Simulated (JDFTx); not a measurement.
An input for a modified build of JDFTx (Mo(100), linear PCM (GLSSA13), water, 1 M NaF; bohr, hartree) and the course of its log:

```
lattice \
  5.9859342669 0.0000000000 0.0000000000 \
  0.0000000000 5.9859342669 0.0000000000 \
  0.0000000000 0.0000000000 42.1408925792
coords-type Lattice
ion Mo 0.0000000000 0.0000000000 -0.1420457400 0
ion Mo 0.5000000000 0.5000000000 -0.0710228700 0
ion Mo 0.0000000000 0.0000000000 0.0000000000 0
ion Mo 0.5000000000 0.5000000000 0.0710228700 0
ion Mo 0.0000000000 0.0000000000 0.1420457400 0
ion-species pseudo/mo_pbe_v1.upf
elec-cutoff 20 100
elec-ex-corr gga-PBE
coulomb-interaction Slab 001
coulomb-truncation-embed 0 0 0
kpoint-folding 8 8 1
elec-smearing Fermi 0.01
elec-n-bands 47
symmetries none
electronic-scf nIterations 100 energyDiffThreshold 1e-08
fluid LinearPCM
pcm-variant GLSSA13
fluid-solvent H2O
fluid-cation Na+ 1
fluid-anion F- 1
fluid-minimize nIterations 400 knormThreshold 1e-11
wavefunction read vac.wfns
elec-initial-eigenvals vac.eigenvals
dump-name f0.$VAR
dump End State Ecomponents EigStats BandEigs Forces ElecDensity IonicPositions Fillings Kpoints Dtot FluidDebug BoundCharge FluidDensity
```

```
[one cycle in 5 is shown, and the last three; fluid-solver lines are left out]
	FillingsUpdate:  mu: -0.134523434  nElectrons: 70.000000
SCF: Cycle:  0   F: -342.108830328667409   dF: +1.118e-04   |Residual|: 4.225e-03   |deigs|: 2.476e-05
	FillingsUpdate:  mu: -0.128453367  nElectrons: 70.000000
SCF: Cycle:  5   F: -342.109191081054803   dF: -2.259e-06   |Residual|: 4.140e-04   |deigs|: 5.696e-04
	FillingsUpdate:  mu: -0.127427113  nElectrons: 70.000000
SCF: Cycle: 10   F: -342.109191926012841   dF: -2.495e-07   |Residual|: 2.253e-04   |deigs|: 9.384e-05
	FillingsUpdate:  mu: -0.127613084  nElectrons: 70.000000
SCF: Cycle: 15   F: -342.109193240581305   dF: -3.178e-07   |Residual|: 3.902e-05   |deigs|: 2.694e-05
	FillingsUpdate:  mu: -0.127551943  nElectrons: 70.000000
SCF: Cycle: 20   F: -342.109192831836083   dF: +3.824e-07   |Residual|: 1.329e-04   |deigs|: 3.540e-05
	FillingsUpdate:  mu: -0.127584579  nElectrons: 70.000000
SCF: Cycle: 25   F: -342.109193254140791   dF: -1.981e-08   |Residual|: 3.291e-05   |deigs|: 1.168e-05
	FillingsUpdate:  mu: -0.127589836  nElectrons: 70.000000
SCF: Cycle: 30   F: -342.109193269764774   dF: -2.131e-08   |Residual|: 7.193e-06   |deigs|: 1.350e-05
	FillingsUpdate:  mu: -0.127580812  nElectrons: 70.000000
SCF: Cycle: 35   F: -342.109193256019523   dF: -4.632e-08   |Residual|: 2.404e-05   |deigs|: 5.162e-06
	FillingsUpdate:  mu: -0.127576425  nElectrons: 70.000000
SCF: Cycle: 40   F: -342.109193250773558   dF: -2.710e-07   |Residual|: 2.584e-05   |deigs|: 7.569e-06
	FillingsUpdate:  mu: -0.127586901  nElectrons: 70.000000
SCF: Cycle: 45   F: -342.109193183093282   dF: +8.567e-08   |Residual|: 5.483e-05   |deigs|: 9.983e-06
	FillingsUpdate:  mu: -0.127576997  nElectrons: 70.000000
SCF: Cycle: 50   F: -342.109193256886499   dF: -1.612e-08   |Residual|: 2.216e-05   |deigs|: 3.226e-06
	FillingsUpdate:  mu: -0.127585640  nElectrons: 70.000000
SCF: Cycle: 55   F: -342.109193183168088   dF: +8.071e-08   |Residual|: 5.322e-05   |deigs|: 1.218e-05
	FillingsUpdate:  mu: -0.127574976  nElectrons: 70.000000
SCF: Cycle: 60   F: -342.109193252097157   dF: -7.430e-08   |Residual|: 2.660e-05   |deigs|: 1.101e-05
	FillingsUpdate:  mu: -0.127566976  nElectrons: 70.000000
SCF: Cycle: 65   F: -342.109193254658464   dF: -2.750e-08   |Residual|: 2.320e-05   |deigs|: 3.546e-05
	FillingsUpdate:  mu: -0.127578725  nElectrons: 70.000000
SCF: Cycle: 70   F: -342.109193259856681   dF: -8.736e-08   |Residual|: 1.883e-05   |deigs|: 1.827e-06
	FillingsUpdate:  mu: -0.127601446  nElectrons: 70.000000
SCF: Cycle: 75   F: -342.109193250818123   dF: +6.052e-09   |Residual|: 1.990e-05   |deigs|: 2.680e-05
	FillingsUpdate:  mu: -0.127576272  nElectrons: 70.000000
SCF: Cycle: 80   F: -342.109193165397812   dF: +5.946e-08   |Residual|: 6.506e-05   |deigs|: 6.046e-06
	FillingsUpdate:  mu: -0.127583220  nElectrons: 70.000000
SCF: Cycle: 85   F: -342.109193074498535   dF: +1.696e-07   |Residual|: 8.494e-05   |deigs|: 5.152e-06
	FillingsUpdate:  mu: -0.127575608  nElectrons: 70.000000
SCF: Cycle: 90   F: -342.109193150659053   dF: +1.003e-07   |Residual|: 6.882e-05   |deigs|: 1.173e-05
	FillingsUpdate:  mu: -0.127566164  nElectrons: 70.000000
SCF: Cycle: 95   F: -342.109193198783089   dF: +3.960e-08   |Residual|: 5.843e-05   |deigs|: 3.711e-05
	FillingsUpdate:  mu: -0.127589776  nElectrons: 70.000000
SCF: Cycle: 97   F: -342.109193269625337   dF: -2.201e-08   |Residual|: 7.158e-06   |deigs|: 1.362e-05
	FillingsUpdate:  mu: -0.127576944  nElectrons: 70.000000
SCF: Cycle: 98   F: -342.109193240877175   dF: +2.875e-08   |Residual|: 3.363e-05   |deigs|: 1.547e-05
	FillingsUpdate:  mu: -0.127588759  nElectrons: 70.000000
SCF: Cycle: 99   F: -342.109193268235060   dF: -2.736e-08   |Residual|: 1.208e-05   |deigs|: 1.461e-05
SCF: None of the convergence criteria satisfied after 100 iterations.
IonicMinimize: Iter:   0  F: -342.109193268235060  |grad|_K:  0.000e+00
IonicMinimize: Converged (|grad|_K<1.000000e-04).
```

This run gave no converged result. The loop ran out of cycles short of its threshold. It has stalled and not diverged: the last ten energies span 1e-07 Ha, so the total is near its end, but levels, forces and charges aren't shown converged.
